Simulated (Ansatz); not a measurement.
Starting cell, Os (hcp, Mg type):

```xyz
4
Lattice="5.4767 0.0000 0.0000 -1.3692 2.3715 0.0000 0.0000 0.0000 4.3159" Properties=species:S:1:pos:R:3 pbc="T T T"
Os     0.0000     1.5810     3.2369
Os     2.7383     1.5810     3.2369
Os     1.3692     0.7905     1.0790
Os     4.1075     0.7905     1.0790
```

Scan: atom 1 (Os, nearest neighbour Os at 2.675 Å; its periodic images, 2.7 Å or more away, move with it) is displaced along Cartesian [110], direction (0.707, 0.707, 0.000) in Cartesian axes, by s. The other atoms stay.

Computed with r2SCAN (plane waves to 500 eV, PAW, scalar-relativistic; Ansatz, a quantum-chemistry and plane-wave program). k mesh 8×16×9 (Γ-centred), Fermi-Dirac smearing 0.05 eV. With partly filled bands, energies and forces of such displacements shift with the k mesh and the smearing. F∥ is the force on the atom along that direction. Os is run without spin polarisation. Os was relaxed with its symmetry unable to fall. Spin-orbit coupling is left out, though Os is heavy. 

```tsv
s (Å)	F∥ (eV/Å)
-0.540	14.201
-0.432	9.793
-0.324	6.290
-0.216	3.615
-0.108	1.713
0.000	0.000
0.108	-1.704
0.216	-3.653
0.324	-6.098
0.432	-8.987
0.540	-12.433
```

### Question
What is the force constant k = d²E/ds² of this move at s = 0?

### Answer
15.5 eV/Å². The forces along the line at the two nearest points give (1.713 − (-1.704)) / (2·0.108) = 15.82 eV/Å²; the next pair corrects for the finite step.

(For displaced atoms, the force is minus the slope of the energy, and its curvature is a force constant, which sets phonon frequencies.)
